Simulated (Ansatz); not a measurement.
A relaxed structure of LiNbO3. Method: r2SCAN (plane waves to 500 eV, PAW, scalar-relativistic; Ansatz, a quantum-chemistry and plane-wave program).

```xyz
10
Lattice="2.5687 1.4831 4.6282 -2.5687 1.4831 4.6282 0.0000 -2.9661 4.6282" Properties=species:S:1:pos:R:3 pbc="T T T"
Li     0.0000     0.0000     4.1352
Li     0.0000     0.0000    11.0776
Nb     0.0000     0.0000     0.2197
Nb     0.0000     0.0000     7.1621
O      1.5712     0.1536     5.7235
O     -0.9186     1.2839     5.7235
O     -0.6526    -1.4375     5.7235
O      0.6526     1.5286     8.0376
O     -1.6501    -0.1991     8.0376
O      0.9975    -1.3295     8.0376
```

### Question
Find the space group and the Wyckoff positions (tolerance 0.01 Å).

### Answer
Space group R3c, hexagonal axes (No. 161); a = b = 5.1375 Å, c = 13.8847 Å, α = β = 90.00°, γ = 120.00°

```tsv
atom	site	symmetry	x	y	z
Li	6a	3.	0.0000	0.0000	0.2022
Nb	6a	3.	0.0000	0.0000	0.4842
O	18b	1	0.0102	0.3781	0.2545
```

This is the AFLOW prototype ABC3_hR10_161_a_a_b (as in LiNbO3).

### Question
Give the shortest distances between elements (the closest pairs, up to four, under 3.6 Å).

### Answer
Nb–O 1.88 Å; Li–O 2.05 Å; O–O 2.73 Å; Li–Nb 3.03 Å.

```yaml
volume_per_atom: 10.58 Å³
band_gap: 4.00 eV, indirect (valence top at k = (0.125, 0.125, 0.125), conduction bottom at k = (0, 0.375, -0.375)) (no spin-orbit coupling)
smallest_direct_gap: 4.07 eV at Γ
```

No spin polarisation in the result.

The run could not lose the symmetry of its start; a randomly shaken copy of 10 atoms returns to this structure.
